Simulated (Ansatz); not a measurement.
The relaxed structure here is a generated cell of Ir: the first start was made by placing the elements on the sites of a structure type, and the end was not matched to a known phase here, so it may be hypothetical. Known forms of Ir include space group No. 225.

A relaxed cell of Ir (Cmcm (No. 63)), relaxed on a k-mesh at least as fine as the one used below. Computed with PBE (plane waves to 420 eV, PAW, scalar-relativistic; Ansatz, a program for electronic structure). Γ-centred k-mesh 7×13×5 on the run's cell (coarser than for final values), Fermi–Dirac smearing 0.05 eV.

```
Ir
1.0
    2.69049    -6.91048     0.00000
    1.34524     3.45524     0.00000
    0.00000     0.00000     6.87667
Ir
8
Cartesian
  0.00000   0.00000   3.43834
  1.34524  -3.45524   3.43834
  0.00000   0.00000   0.00000
  1.34524  -3.45524   0.00000
  1.34524  -1.43358   1.71917
  2.69049  -4.88881   1.71917
  1.34524   1.43358   5.15750
  2.69049  -2.02166   5.15750
```

The atoms are displaced along an unstable phonon of this cell by (Å):

| atom | ux | uy | uz |
|---|---|---|---|
| Ir1 | 0.146 | 0.012 | 0.034 |
| Ir2 | -0.146 | -0.012 | -0.034 |
| Ir3 | -0.146 | -0.012 | 0.034 |
| Ir4 | 0.146 | 0.012 | -0.034 |
| Ir5 | 0.000 | 0.000 | -0.071 |
| Ir6 | 0.000 | 0.000 | 0.071 |
| Ir7 | 0.000 | 0.000 | 0.071 |
| Ir8 | 0.000 | 0.000 | -0.071 |

Question: What forces (eV/Å) and pressure result?

Answer: 
```csv
atom,Fx,Fy,Fz
Ir1,-1.56,-0.15,-0.11
Ir2,1.56,0.15,0.11
Ir3,1.56,0.15,-0.11
Ir4,-1.56,-0.15,0.11
Ir5,-0.12,0.00,-0.10
Ir6,-0.12,0.00,0.10
Ir7,0.12,0.00,0.10
Ir8,0.12,0.00,-0.10
```

Pressure +3.3 GPa.

No spin polarisation in the result.

The run that gave the undisplaced cell could not lose the symmetry of its start, so the end can be a saddle point.
